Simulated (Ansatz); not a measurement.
TiSi₂ in space group Fddd (No. 70; Si on 16f, Ti on 8a) at seven volumes, PBEsol (plane waves, PAW; program Ansatz), shape and atoms relaxed at each. One row is withheld.

```tsv
V (Å³/atom)	P (GPa)
12.546	?
12.960	10.69
13.373	4.92
13.787	-0.01
14.201	-4.20
14.614	-7.77
15.028	-10.81
```

### Question
Fit the shown pressures and predict the withheld one.

### Answer
P = (3/2)B₀(x^(7/2) − x^(5/2))[1 + (3/4)(B′ − 4)(x − 1)] with x = (V₀/V)^(2/3). Least squares on the six rows gives V₀ = 13.786 Å³/atom, B₀ = 151 GPa, B′ = 4.35. At V = 12.546, x = 1.0649 and P = 17.48 GPa. The run itself gave 17.47 GPa.

The PBEsol relaxation kept the symmetry of its start. The run is not spin-polarised.

Potentials: the later of the program's two PAW sets.
